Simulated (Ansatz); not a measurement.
**Computed properties of Ga**

```
CELL_PARAMETERS angstrom
-1.40400 1.40400 2.22900
1.40400 -1.40400 2.22900
1.40400 1.40400 -2.22900
ATOMIC_POSITIONS crystal
Ga 0.00000 0.00000 0.00000
```

The cell is COD entry 9012723, as deposited and not checked against the literature; nothing was relaxed.

All numbers below come from DFT, PBEsol, all-electron LAPW, scalar-relativistic in Ansatz 0.2.0.

Numerical set-up: a Γ-centred 16×16×16 k mesh, Fermi–Dirac smearing of 0.03 eV, basis error target 1 meV/atom, no spin polarisation.

* Density of states at the Fermi level (0.2 eV bin): 0.35 states/eV per cell
* Volume per atom: 17.58 Å³

Q: Stress xx, yy, zz (compression positive): what does the calculation give?

A: 0.90, 0.90, 0.14 GPa.

Q: Give the computed value. Pressure at this cell.

A: 0.64 GPa.

Q: Predict this quantity. Band gap.

A: none: with an odd electron count and no spin polarisation the bands can't all be full, a metal in this set-up (spin order or a larger cell could open a gap).
